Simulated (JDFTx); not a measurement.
- surface: TiB2(0001), B outermost, slab composition Ti2B6
- bulk: TiB2, P6/mmm, lattice of mp-1145 (not re-optimised)
- slab: 8 atoms in 5 planes, 1x1, 6.3 Å between the outermost planes
- in-plane cell: 3.026 × 3.026 Å, 7.93 Å²
- cell height: 22.5 Å
- sampling: 8×8×1 k mesh, Fermi smearing 0.01 Ha, no spin polarisation

Whether this polymorph is the ambient one wasn't checked. Neither spin polarisation nor a larger cell was tried.

Profiles through the double layer of this slab, charged, in CANDLE, acetonitrile, 1 M NaF; PBE, GBRV ultrasoft potentials, plane waves to 20/100 Ha, JDFTx (a modified build). z is the height above the outermost atoms, φ the plane-averaged electrostatic potential energy of an electron (zero in the bulk liquid), ρ_b the bound charge of solvent and ions, s the cavity shape function (0 in the solid, 1 in the liquid).

```
z (Å)  n (e/Å³)     s  φ (eV)  ρ_b (10⁻³ e/Å³)
-----  --------  ----  ------  ---------------
0.85     0.1665  0.00  -2.293            -0.03
1.32     0.0447  0.00  -1.201            -1.05
1.79     0.0105  0.01  -0.325            -4.31
2.26     0.0024  0.08  -0.112            -1.36
2.72     0.0005  0.22  -0.064            -0.06
3.19     0.0001  0.36  -0.043            -0.08
3.66     0.0000  0.50  -0.031            -0.08
4.13     0.0000  0.64  -0.023            -0.06
4.60     0.0000  0.78  -0.017            -0.04
5.07     0.0000  0.92  -0.014            -0.03
5.54     0.0000  0.99  -0.011            -0.02
6.01     0.0000  1.00  -0.009            -0.01
6.47     0.0000  1.00  -0.007            -0.01
6.94     0.0000  1.00  -0.006            -0.01
7.41     0.0000  1.00  -0.005            -0.01
7.88     0.0000  1.00  -0.004             0.00
```

Problem. Is the electrode positively or negatively charged, and roughly by how much?

Solution. Positively: σ = 5.4 μC/cm² per face. The liquid's bound charge is of the opposite sign overall, and far from the surface φ decays with the screening length (2.1 Å).
